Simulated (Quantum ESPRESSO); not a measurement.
## KZnF3 (changed cell): magnetic shieldings

```xyz
5
Lattice="4.0677 0.0000 0.0000 0.0000 4.0677 0.0000 0.0000 0.0000 4.0069" Properties=species:S:1:pos:R:3 pbc="T T T"
K      0.0000     0.0000     0.0000
Zn     2.0338     2.0338     2.0035
F      0.0000     2.0338     2.0035
F      2.0338     0.0000     2.0035
F      2.0338     2.0338     0.0000
```
The cell was made here from a computed Materials Project entry: strained by -1 % along the cube axis and by +0.5 % across it, atoms relaxed (PBE without dispersion, pw.x of a modified build of Quantum ESPRESSO, symmetry kept). The parent is KZnF3 in Pm-3m; whether this form has been observed was not checked. Stability against distortions was not tested.

These are absolute shieldings with no macroscopic susceptibility term; δ = σ_ref − σ needs a reference computed alike. By our sweeps, such settings leave a few ppm in absolute σ on light atoms and up to some 20 ppm from Zn on.

Problem. What do the calculations give at each independent site (shieldings by PBE GIPAW (Quantum ESPRESSO, JTH PAW datasets), 22.5 Ha, k-mesh 5×5×5 shifted, f-sum rule met within 0.004 %)?

Solution. 
```csv
site,site symmetry,σ_iso (ppm)
K (atom 1),4/mmm,1194
Zn (atom 2),4/mmm,1776
"F1 (atoms 3, 4)",mmm,327
F2 (atom 5),4/mmm,334
```
